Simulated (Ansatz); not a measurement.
## VBiO4: from a starting cell to a relaxed one

The start is a generated cell, VBiO4 placed in the AFLOW prototype ABC4_mP12_13_e_a_2g (E1_b, as in AgTe4Au). A full variable-cell relaxation at zero pressure is run with r2SCAN (plane waves to 500 eV, PAW, scalar-relativistic; Ansatz, an electronic-structure program). The first steps use a coarse 4×6×3 k-mesh.

The start:
```
VBiO4
1.0
    6.79396     0.00000     0.00000
    0.00000     3.43214     0.00000
   -4.41229     0.00000     6.43294
V O Bi
2 8 2
Direct
  0.50000   0.51820   0.25000
  0.50000   0.48180   0.75000
  0.70200   0.02780   0.70170
  0.29800   0.02780   0.79830
  0.29800   0.97220   0.29830
  0.70200   0.97220   0.20170
  0.19110   0.40450   0.95450
  0.80890   0.40450   0.54550
  0.80890   0.59550   0.04550
  0.19110   0.59550   0.45450
  0.00000   0.00000   0.00000
  0.00000   0.00000   0.50000
```
Spin-polarised start, with parallel moments on V.

```yaml
initial_pressure: "-4.4 GPa (negative: the cell is under tension)"
largest_initial_force: 4.03 eV/Å, on O7, O8, O9, O10 (atoms numbered as listed)
outcome: The space group stays P2/c (No. 13) (the run could not lower it), with 12 atoms in the primitive cell
energy_released: 1.13 eV/atom
volume_change: +13.2 %, from 12.50 to 14.15 Å³/atom
band_gap_at_the_end: 2.08 eV, indirect (valence top at C2, conduction bottom at Z) (no spin-orbit coupling)
optimiser_moves: 42
```

Final structure:

Space group P2/c (No. 13); a = 4.7623 Å, b = 3.8067 Å, c = 9.5046 Å, α = γ = 90.00°, β = 99.74°

```csv
atom,site,symmetry,x,y,z
V,2f,2,0.5000,0.3205,0.2500
O,4g,1,0.3172,0.0463,0.3404
O,4g,1,0.2383,0.5053,0.1176
Bi,2a,-1,0.0000,0.0000,0.0000
```

Final values are on a 6×7×3 k-mesh of the relaxed cell. No spin polarisation in the result: the starting moments vanished. No Hubbard U is applied. Spin-orbit coupling is missing; with elements this heavy it can move band edges by tenths of an eV or more.

The run could not lose the symmetry of its start: the end is stationary, and may be a saddle point rather than a minimum.

The relaxed structure here is a generated cell of VBiO4: the first start was made by placing the elements on the sites of a structure type, and the end was not matched to a known phase here, so it may be hypothetical. Known forms of VBiO4 include space group No. 88.
